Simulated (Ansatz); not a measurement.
## Na₃TlCl₄: rattling a relaxed structure

It was reached by relaxing an invented guess, and it needn't be the stable form of this composition.

Computed with DFT PBE, scalar-relativistic, plane waves, PAW in Ansatz. Plane waves to 420 eV, a k mesh through Γ of 6×6×6 on the computed 8-atom cell and Gaussian smearing (0.02 eV); no spin polarisation.

The cell below (8 atoms, space group I4/mmm (No. 139)) is relaxed within its symmetry.

```xyz
8
Lattice="-3.0253 3.0253 5.8910 3.0253 -3.0253 5.8910 3.0253 3.0253 -5.8910" Properties=species:S:1:pos:R:3 pbc="T T T"
Na    0.0000    0.0000    0.0000
Na    3.0253    0.0000    2.9455
Na    0.0000    3.0253    2.9455
Tl    0.0000    0.0000    5.8910
Cl    0.0000    0.0000    9.0583
Cl    0.0000    0.0000    2.7238
Cl    3.0253    0.0000    0.0000
Cl    0.0000    3.0253    0.0000
```

For the test it was strained at random (σ = 1.5 % a component), the atoms were moved at random (σ = 0.05 Å), and all was relaxed again on a coarse 4×4×4 mesh (in the run’s order of axes) with 0.10 eV smearing, with no symmetry imposed.

Spin–orbit coupling, which can matter for Tl, is left out.

**Question.** Is the structure stable against such a distortion?

**Answer.** It returns, within 1 meV/atom of the unmoved cell on that mesh and with the same symmetry when read at 0.1 Å (Cm at 0.01 Å, so small strains and shifts remain). No instability shows in this cell; modes of other wave vectors, which need another repeat, aren't tested.
